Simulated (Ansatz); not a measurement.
A geometry of Si2W away from equilibrium: step 2 of the relaxation of a relaxed Si2W cell displaced along its unstable phonon at q = (0, 0, ½) of its primitive reciprocal cell (188i cm⁻¹), largest move 0.15 Å. The numbers are results of PBE (plane waves to 420 eV, PAW, scalar-relativistic; Ansatz, a quantum-chemistry and plane-wave program), not measurements. Γ-centred k-mesh 5×5×6 on the run's cell (coarser than for final values), Fermi–Dirac smearing 0.05 eV. The plane waves were selected for a different cell earlier on the path.

```
CELL_PARAMETERS angstrom
      6.23938     0.00000     0.00000
      0.00000     6.23938     0.00000
      0.00000     0.00000     5.43721
ATOMIC_POSITIONS crystal
  W  0.00000 0.50000 0.19481
  W  0.00000 0.50000 0.69481
  W  0.50000 0.00000 0.30519
  W  0.50000 0.00000 0.80519
  Si 0.27787 0.72213 0.00000
  Si 0.22213 0.77787 0.50000
  Si 0.72213 0.72213 0.00000
  Si 0.77787 0.77787 0.50000
  Si 0.27787 0.27787 0.00000
  Si 0.22213 0.22213 0.50000
  Si 0.72213 0.27787 0.00000
  Si 0.77787 0.22213 0.50000
```

### Question
What forces act on the atoms (eV/Å)?

### Answer
```
atom     Fx     Fy     Fz
----  -----  -----  -----
W1     0.00   0.00   0.41
W2     0.00   0.00   0.41
W3     0.00   0.00  -0.41
W4     0.00   0.00  -0.41
Si5    0.25  -0.25   0.00
Si6   -0.25   0.25   0.00
Si7   -0.25  -0.25   0.00
Si8    0.25   0.25   0.00
Si9    0.25   0.25   0.00
Si10  -0.25  -0.25   0.00
Si11  -0.25   0.25   0.00
Si12   0.25  -0.25   0.00
```

The path ends in I4/mmm (No. 139). No spin polarisation in the result.

The run could not lose the symmetry of its start.

Of the parent cell (P4/nmm (No. 129)): it is a generated cell of Si2W: the first start was made by placing the elements on the sites of a structure type, and the end was not matched to a known phase here, so it may be hypothetical. Known forms of Si2W include space group No. 139.

The first start was generated by placing the elements on the sites of a structure type. A measured structure of Si2W has the same space group, I4/mmm (No. 139); the sites were not compared with it.
